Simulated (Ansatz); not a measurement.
# Na3WClO4, one structure, two calculations

Cell: a refined structure from the COD, its atoms then relaxed with PBE in this cell.

```cif
data_Na3WClO4
_symmetry_space_group_name_H-M 'P4/nmm:1'
_symmetry_Int_Tables_number 129
_cell_length_a 7.5181
_cell_length_b 7.5181
_cell_length_c 5.3600
_cell_angle_alpha 90.000
_cell_angle_beta 90.000
_cell_angle_gamma 90.000
loop_
_atom_site_label
_atom_site_type_symbol
_atom_site_symmetry_multiplicity
_atom_site_Wyckoff_symbol
_atom_site_fract_x
_atom_site_fract_y
_atom_site_fract_z
Na1 Na 2 c 0.5000 0.0000 0.3584
Na3 Na 4 d 0.7500 0.2500 0.0000
W W 2 b 0.0000 0.0000 0.5000
Cl Cl 2 c 0.5000 0.0000 0.8420
O O 8 i 0.8094 0.0000 0.2988
```

One atom of each set is listed.

First run. All values are calculated (Ansatz; DFT, PBE, plane waves and PAW, scalar-relativistic, 420 eV cutoff, Γ-centred 3×3×4 k-points, Fermi–Dirac smearing 0.02 eV), not measured.

| site | V_zz (10²¹ V/m²) | η |
| --- | --- | --- |
| Na1 | 0.54 | 0.00 |
| Na3 | -0.55 | 0.58 |
| W | -10.96 | 0.00 |
| Cl | -1.75 | 0.00 |
| O | 1.43 | 0.81 |

Second run. The same atoms and settings, except that spin–orbit coupling is included (fully relativistic PAW files).

Task: Given the first result, estimate the second.

Result: 

```csv
site,V_zz,η,change of V_zz
Na1,0.54,0.00,0.00
Na3,-0.55,0.58,0.00
W,-11.02,0.00,-0.06
Cl,-1.75,0.00,0.00
O,1.45,0.80,+0.02
```

The largest change of V_zz is on W, from -10.96 to -11.02. In per cent, |V_zz| changes by 0 on Na, +1 on W, 0 on Cl, +1 on O (all sites that start above 0.5).
